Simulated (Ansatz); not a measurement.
Al:
```
CELL_PARAMETERS angstrom
      0.00000     2.01979     2.01979
      2.01979     0.00000     2.01979
      2.01979     2.01979     0.00000
ATOMIC_POSITIONS crystal
  Al 0.00000 0.00000 0.00000
```

Relaxed with PBE. Special points in fractions of this cell's reciprocal vectors: Γ (0.000, 0.000, 0.000); X (0.500, 0.000, 0.500); U (0.625, 0.250, 0.625); K (0.375, 0.375, 0.750); L (0.500, 0.500, 0.500); W (0.500, 0.250, 0.750).

Problem. List the band energies nearest the Fermi level at these points for DFT-PBE in the program Ansatz with PAW potentials.

Solution. In eV from the Fermi level; about four levels below and three above (degenerate sets whole), none deeper than 8.9 eV; … stands for higher levels left out; points with the same levels are listed once.

```csv
k,below,above
Γ,–,…
X,-2.92 -1.61,5.22 …
U,-1.89 -1.37 -0.40,…
L,-4.59 -4.38,…
W,-0.85 -0.85,0.16 …
```

Space group Fm-3m (fcc (Cu type)). The cell was relaxed with PBE under the symmetry of its start.

Potentials: the earlier of the program's two PAW sets.
